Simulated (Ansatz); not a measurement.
**Question.** Name crystals whose computed values (plane-wave PAW PBEsol (Ansatz code)) fall in these windows: B₀ by P(V) fit (GPa) 99 to 120; highest Γ mode, no LO–TO term (cm⁻¹) 180 to 220.

**Answer.** 

```csv
crystal,B₀ by P(V) fit (GPa),"highest Γ mode, no LO–TO term (cm⁻¹)"
"Cu2Sb, P4/nmm (Cu on 2a, Cu on 2c, Sb on 2c)",108,198
"TePd, NiAs type",116,183
"ScAg4, I4/m (Ag on 8h, Sc on 2a)",113,219
"Zr3Ag, Cu3Au type",108,197
"ScAg3, Cu3Au type",100,190
```
Others may fit too.

Typed or built starts, not in the databases checked: ScAg3, Cu3Au type. Standing as an ambient phase not checked: Cu2Sb, P4/nmm (Cu on 2a, Cu on 2c, Sb on 2c); TePd, NiAs type; ScAg4, I4/m (Ag on 8h, Sc on 2a); Zr3Ag, Cu3Au type. All cells were relaxed under the symmetry of their starts (and spin orders); stability against distortions was not tested throughout. Rows with no word on spin ran without spin polarisation. Spin–orbit coupling is left out wherever it is not named.

Potentials: the later of the program's two PAW sets.
